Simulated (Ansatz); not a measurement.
The elements of this relaxed trial crystal are hidden behind letters.

```
lattice vectors (Å)
   5.3088    0.0000    0.0000
   0.0000    5.1927    0.0000
  -0.2649    0.0000    5.4877
fractional positions
X 0.4857 0.5000 0.4247
X 0.5666 0.0000 0.9983
X 0.0009 0.0000 0.4538
Z 0.9467 0.5000 0.1112
Q 0.5002 0.0000 0.5120
```

Theory: DFT PBE, scalar-relativistic, plane waves, PAW in Ansatz. Cutoff 420 eV, Γ-centred 6×6×6 mesh (5-atom cell), Gaussian smearing of 0.02 eV, no spin polarisation.

| Quantity | Value |
| --- | --- |
| Space group | Pm (No. 6) |
| Conventional cell | a = 5.309 Å, b = 5.193 Å, c = 5.494 Å, β = 92.8° |
| Volume per atom | 30.26 Å³ |
| Density | 1.98 g/cm³ |
| Formation energy | −0.845 eV/atom |
| Gap on the 6×6×6 mesh of the 5-atom cell | 0.63 eV |

Energies are uncorrected and count from the elements' standard states at the same level.

**Question.** X is an s-block element of period 4, Z is a p-block element of period 3 and Q is a p-block element of period 3. Which elements are they?

**Answer.** X = Ca, Z = Si, Q = S, so the formula is Ca3SiS. Density times volume gives a mean mass of 1.98 × 30.26/1.6605 = 36.1 u per atom, and this set has 36.1 u. Ca on its first site is surrounded by 2 S at 2.64 Å, 1 Si at 3.06 Å and 1 Si at 3.27 Å; around Si lie 6 Ca at 3.06–3.33 Å; S has 5 Ca at 2.64–2.69 Å and 1 Ca at 2.86 Å; 2 more sites not described. Swapping Si and S leaves the mass as it is, so only the distances can place them.

Kohn–Sham gaps at this level usually fall short of measured ones. This cell was reached by moving the atoms of another relaxed cell at random and relaxing again, last within the group found; it had no such test of its own.
